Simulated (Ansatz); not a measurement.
**Mechanical response of Ti (P6_3/mmc)**

```
CELL_PARAMETERS angstrom
2.90091 0.00000 0.00000
-1.45046 2.51226 0.00000
0.00000 0.00000 4.59232
ATOMIC_POSITIONS crystal
Ti 0.33333 0.66667 0.25000
Ti 0.66667 0.33333 0.75000
```

Unless marked otherwise, the numbers come from PBEsol, all-electron LAPW in Ansatz 0.2.0, scalar-relativistic. k mesh 18×18×10, strains of ±0.008, Fermi-Dirac smearing of 0.080 eV, basis error target 1 meV/atom. The cell was relaxed by PAW under this functional, which moved its volume by -5 % from the database entry's.

The cell is hexagonal and carries a residual pressure of 0.00 GPa at this level. Each strain component that symmetry leaves independent is applied at ±0.008, the ions relax wherever a strain frees them, and the stress (tension positive, GPa) is read. Shears are engineering strains, γ = 2ε.

| strain | size | σxx | σyy | σzz | σyz | σxz | σxy |
| --- | --- | --- | --- | --- | --- | --- | --- |
| xx | -0.008 | -1.4334 | -0.8210 | -0.6385 | 0.0000 | 0.0000 | 0.0000 |
| xx | +0.008 | 1.3275 | 0.7719 | 0.6749 | 0.0000 | 0.0000 | 0.0000 |
| zz | -0.008 | -0.6865 | -0.6865 | -1.6060 | 0.0000 | 0.0000 | 0.0000 |
| zz | +0.008 | 0.6270 | 0.6270 | 1.5856 | 0.0000 | 0.0000 | 0.0000 |
| yz | -0.008 | -0.0121 | -0.0185 | 0.0175 | -0.3193 | 0.0000 | 0.0000 |
| yz | +0.008 | -0.0121 | -0.0185 | 0.0175 | 0.3193 | 0.0000 | 0.0000 |

A central difference gives one constant, for example C11 ≈ (1.3275 − (-1.4334))/(0.016) = 172.6 GPa; the program then imposes the crystal's symmetry on the whole matrix.

Problem. What are the independent elastic constants?

Solution. C11 = 172.6, C12 = 99.6, C13 = 82.1, C33 = 199.5, C44 = 39.9 GPa.

Problem. Is the crystal stable against homogeneous strain?

Solution. The least eigenvalue of the 6×6 matrix is 36.5 GPa, so yes.

Problem. What moduli does a random aggregate of grains have?

Solution. Voigt and Reuss bounds: B from 119.1 to 119.1 and G from 40.8 to 42.0 GPa; their means are B = 119.1 and G = 41.4 GPa. Then E = 9BG/(3B + G) = 111.3 GPa, ν = (3B − 2G)/(6B + 2G) = 0.344 and B/G = 2.88, on the ductile side of Pugh's 1.75 (a rule of thumb).

Problem. With the density of 4.750 g/cm³, how fast does sound travel, and what Debye temperature follows?

Solution. 

| direction | slow (m/s) | middle (m/s) | fast (m/s) |
| --- | --- | --- | --- |
| x | 2772 | 2899 | 6027 |
| y | 2772 | 2899 | 6027 |
| z | 2899 | 2899 | 6480 |

The mean of v⁻³ over directions and branches gives v_m = 3307 m/s and θ_D = (ħ/k_B) v_m (6π²n)^(1/3) = 385 K, n being atoms per volume. Young's modulus spans 104 to 150 GPa over directions, and the universal anisotropy index is 0.14.

Problem. How far do the constants move if PAW replaces LAPW in the same cell?

Solution. 

```json
{"constant": "C11", "LAPW (GPa)": "172.6", "PAW (GPa)": "172.3", "difference": "-0.3"}
{"constant": "C12", "LAPW (GPa)": "99.6", "PAW (GPa)": "99.6", "difference": "0.0"}
{"constant": "C13", "LAPW (GPa)": "82.1", "PAW (GPa)": "82.1", "difference": "0.0"}
{"constant": "C33", "LAPW (GPa)": "199.5", "PAW (GPa)": "199.5", "difference": "0.0"}
{"constant": "C44", "LAPW (GPa)": "39.9", "PAW (GPa)": "39.9", "difference": "0.0"}
```

Problem. What happens at 30 GPa (cell relaxed there)?

Solution. The volume falls to 0.8314 of its value, and C11 = 230.7, C12 = 219.5, C13 = 169.5, C33 = 316.0, C44 = 28.0 GPa (slopes of the stress), in this structure whether or not another phase takes over.

Keep in mind: responses of metals move with mesh and smearing; elastic stability says nothing of phonons or of other phases; the frozen-core PAW files of the compared runs were fitted under PBE, their cores solved anew for this functional.
